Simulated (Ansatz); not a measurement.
CdBr2 in space group R-3m (No. 166; Cd on 3a, Br on 6c), DFT-r²SCAN+D4 in the program Ansatz with PAW potentials. The conduction-band minimum lies at Γ, with 1 equivalent valley. Second derivatives d²E/dk² of the lowest band at one valley (eV·Å²), along Cartesian directions:

| direction | d²E/dk² |
|---|---|
| [100] | 26.67 |
| [010] | 26.67 |
| [001] | 24.38 |
| [110] | 26.67 |
| [101] | 25.53 |
| [011] | 25.52 |

**Question.** Find the principal effective masses, the density-of-states mass and the conductivity mass.

**Answer.** Off-diagonal terms follow from H_xy = H[110] − (H_xx + H_yy)/2, and m*/mₑ = 7.620 eV·Å² over each eigenvalue: 0.29, 0.29, 0.31. One valley's DOS mass (m₁m₂m₃)^(1/3) = 0.29, conductivity mass 3/(Σ 1/mᵢ) = 0.29 mₑ.

**Question.** What effective density of states Nc follows at 300 K for parabolic valleys?

**Answer.** Nc = 2.509e19 × 1 × (0.29)^(3/2) ≈ 3.9e18 cm⁻³.

The first step of the workflow began from a Materials Project structure, measured or hypothetical; the Crystallography Open Database files this formula in space group No. 166, but the cells were not matched. Its standing as an ambient phase is unchecked. The cell was relaxed with r²SCAN+D4 under the symmetry of its start; whether a distortion lowers the energy is not shown. Spin–orbit coupling is left out wherever it is not named.

Potentials: the later of the program's two PAW sets.

Edges and masses are those of Kohn–Sham bands, whose gap is no quasiparticle gap.
